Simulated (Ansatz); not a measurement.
# Magnetic states of MnAs

```
Mn As
1.0
     3.71000    0.00000    0.00000
    -1.85500    3.21295    0.00000
     0.00000    0.00000    5.69100
Mn As
2 2
Direct
  0.00000 0.00000 0.00000
  0.00000 0.00000 0.50000
  0.33333 0.66667 0.25000
  0.66667 0.33333 0.75000
```

All energies were calculated with Ansatz 0.2.0 (r2SCAN; 500 eV; 10×10×6 Γ-centred mesh; fermi-dirac occupations of width 0.050 eV). The atoms are fixed and numbered as listed; spin is collinear, without spin-orbit coupling.

The cycle has several fixed points for this cell. Moments (μB):

| state | Mn1 | Mn2 | other atoms together | size of the net moment a cell |
| --- | --- | --- | --- | --- |
| A | 3.52 | -3.52 | 0.00 | 0.00 |
| B | 3.66 | 3.66 | -0.33 | 7.19 |
| C | 0.00 | 0.00 | 0.00 | 0.00 |

Site moments are taken in small spheres that don't touch (radius about 0.4 of the atom's shortest bond), so those of the magnetic atoms read low, and they needn't add up to the net moment. State C was run without spin polarisation.

Question: What is the order in energy at zero smearing?

Answer: State B (parallel moments) is lowest; A (antiparallel, compensated) lies 73 meV above it, C (without moments) lies 894 meV above it, all counted an atom of the cell.

Question: Which states have a gap on the mesh, and what pressure does each exert on this cell?

Answer: A: no gap, -0.6 GPa; B: no gap, 1.8 GPa; C: no gap, -21.7 GPa (positive in compression). Moments take up room: without them the pressure is lower, so that state wants a smaller cell.

Question: What does magnetism gain here?

Answer: 894 meV an atom of the cell, or 1788 meV for each Mn atom, against state C, which has none. In a metal like this the level decides whether moments form at all, so this is no ordering energy.

The cell is that of a Crystallography Open Database entry, unchanged. Note on the entry: the entry's cell lengths or inner coordinates differ somewhat from later room-temperature determinations.

Caveats: only orders that fit this cell and collinear spins were tried, so the true order may need a larger cell or canted moments; atoms and cell are not relaxed, and each state would relax in its own way; r2SCAN overestimates the moments and magnetic energies of itinerant metals, and can make a paramagnetic metal magnetic; the k mesh is coarse, so differences of a few meV are uncertain where a state is a metal; one start a pattern, so a lower state of the same pattern may exist.
